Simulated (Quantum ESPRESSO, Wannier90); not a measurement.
## Wannier functions of Cs (fcc (Cu type), model phase)

Materials Project entry mp-1055940; symmetrised, unrelaxed at this level. This isn't the element's usual structure (bcc); take it as a model of another phase. Method: PBEsol plane waves in Quantum ESPRESSO 7.5 (PseudoDojo norm-conserving files, 40 Ry, no spin polarisation, no spin-orbit coupling), Bloch states on a 8×8×8 mesh through Γ, Wannier90 4.0.1. Density: 10×10×10 mesh, cold smearing 0.01 Ry. Spin-orbit coupling is left out although heavy elements are present.

On the energy scale of pw.x, whose zero is arbitrary, the Fermi level lies at 1.88 eV.

Input w.win:

```
num_bands = 3
num_wann = 3
exclude_bands = 1,5-21
num_iter = 1000
conv_tol = 1.0e-6
conv_window = 4
write_hr = true
write_u_matrices = true
auto_projections = true
begin unit_cell_cart
ang
    0.0000000000    3.9483350000    3.9483350000
    3.9483350000    0.0000000000    3.9483350000
    3.9483350000    3.9483350000    0.0000000000
end unit_cell_cart
begin atoms_frac
Cs   0.0000000000  0.0000000000  0.0000000000
end atoms_frac
mp_grid = 8 8 8
begin kpoints
0.0000000000 0.0000000000 0.0000000000
0.0000000000 0.0000000000 0.1250000000
0.0000000000 0.0000000000 0.2500000000
... (509 more lines: the 8x8x8 mesh through Gamma)
end kpoints
```

Input of pw2wannier90.x that gives the overlap and projection files (equivalent; here they were cut from one run over all bands):

```
&inputpp
  outdir = './out'
  prefix = 'pwscf'
  seedname = 'w'
  write_amn = .true.
  write_mmn = .true.
  atom_proj = .true.
  atom_proj_exclude = 1 5
/
```

Output w.wout (banner and timings cut):

```
                                    ------
                                    SYSTEM
                                    ------

                              Lattice Vectors (Ang)
                    a_1     0.000000   3.948335   3.948335
                    a_2     3.948335   0.000000   3.948335
                    a_3     3.948335   3.948335   0.000000

                   Unit Cell Volume:     123.10395  (Ang^3)

                        Reciprocal-Space Vectors (Ang^-1)
                    b_1    -0.795675   0.795675   0.795675
                    b_2     0.795675  -0.795675   0.795675
                    b_3     0.795675   0.795675  -0.795675

 *----------------------------------------------------------------------------*
 |   Site       Fractional Coordinate          Cartesian Coordinate (Ang)     |
 +----------------------------------------------------------------------------+
 | cs   1   0.00000   0.00000   0.00000   |    0.00000   0.00000   0.00000    |
 *----------------------------------------------------------------------------*
                                ------------
                                K-POINT GRID
                                ------------

             Grid size =  8 x  8 x  8      Total points =  512

 *---------------------------------- MAIN ------------------------------------*
 |  Number of Wannier Functions               :                 3             |
 |  Number of Objective Wannier Functions     :                 3             |
 |  Number of input Bloch states              :                 3             |
 |  Output verbosity (1=low, 5=high)          :                 1             |
 |  Timing Level (1=low, 5=high)              :                 1             |
 |  Optimisation (0=memory, 3=speed)          :                 3             |
 |  Length Unit                               :               Ang             |
 |  Post-processing setup (write *.nnkp)      :                 F             |
 |  Using Gamma-only branch of algorithms     :                 F             |
 *----------------------------------------------------------------------------*
 *------------------------------- WANNIERISE ---------------------------------*
 |  Total number of iterations                :              1000             |
 |  Number of CG steps before reset           :                 5             |
 |  Trial step length for line search         :             2.000             |
 |  Convergence tolerence                     :         0.100E-05             |
 |  Convergence window                        :                 4             |
 |  Iterations between writing output         :                 1             |
 |  Iterations between backing up to disk     :               100             |
 |  Write r^2_nm to file                      :                 F             |
 |  Write xyz WF centres to file              :                 F             |
 |  Write on-site energies <0n|H|0n> to file  :                 F             |
 |  Use guiding centre to control phases      :                 F             |
 |  Use phases for initial projections        :                 F             |
 *----------------------------------------------------------------------------*
 *-------------------------------- PLOTTING ----------------------------------*
 |  Plotting Hamiltonian in WF basis          :                 T             |
 *----------------------------------------------------------------------------*

       ... (k-mesh section left out)

 Starting a new Wannier90 calculation ...

 Reading overlaps from w.mmn

 Reading projections from w.amn

 *------------------------------- WANNIERISE ---------------------------------*
 +--------------------------------------------------------------------+<-- CONV
 | Iter  Delta Spread     RMS Gradient      Spread (Ang^2)            |<-- CONV
 +--------------------------------------------------------------------+<-- CONV

 ------------------------------------------------------------------------------
 Initial State
  WF centre and spread    1  (  0.000000,  0.000000, -0.000000 )     1.40688104
  WF centre and spread    2  (  0.000000, -0.000000, -0.000000 )     1.40688104
  WF centre and spread    3  (  0.000000,  0.000000,  0.000000 )     1.40688104
  Sum of centres and spreads (  0.000000,  0.000000, -0.000000 )     4.22064311

      0     0.422E+01     0.0000000000        4.2206431121  <-- CONV
        O_D=      0.0000000 O_OD=      0.0047793 O_TOT=      4.2206431 <-- SPRD
 ------------------------------------------------------------------------------
      1    -0.799E-14     0.0000012860        4.2206431121  <-- CONV
        O_D=      0.0000000 O_OD=      0.0047793 O_TOT=      4.2206431 <-- SPRD
      2    -0.169E-13     0.0000012838        4.2206431121  <-- CONV
        O_D=      0.0000000 O_OD=      0.0047793 O_TOT=      4.2206431 <-- SPRD
      3    -0.240E-13     0.0000012794        4.2206431121  <-- CONV
        O_D=      0.0000000 O_OD=      0.0047793 O_TOT=      4.2206431 <-- SPRD
      4    -0.320E-13     0.0000012728        4.2206431121  <-- CONV
        O_D=      0.0000000 O_OD=      0.0047793 O_TOT=      4.2206431 <-- SPRD
             <<<     Delta < 1.000E-06  over  4 iterations     >>>
             <<< Wannierisation convergence criteria satisfied >>>
 Final State
  WF centre and spread    1  (  0.000000,  0.000000, -0.000000 )     1.40688104
  WF centre and spread    2  (  0.000000, -0.000000, -0.000000 )     1.40688104
  WF centre and spread    3  (  0.000000,  0.000000,  0.000000 )     1.40688104
  Sum of centres and spreads (  0.000000,  0.000000, -0.000000 )     4.22064311

         Spreads (Ang^2)       Omega I      =     4.215863815
        ================       Omega D      =     0.000000000
                               Omega OD     =     0.004779297
    Final Spread (Ang^2)       Omega Total  =     4.220643112
```
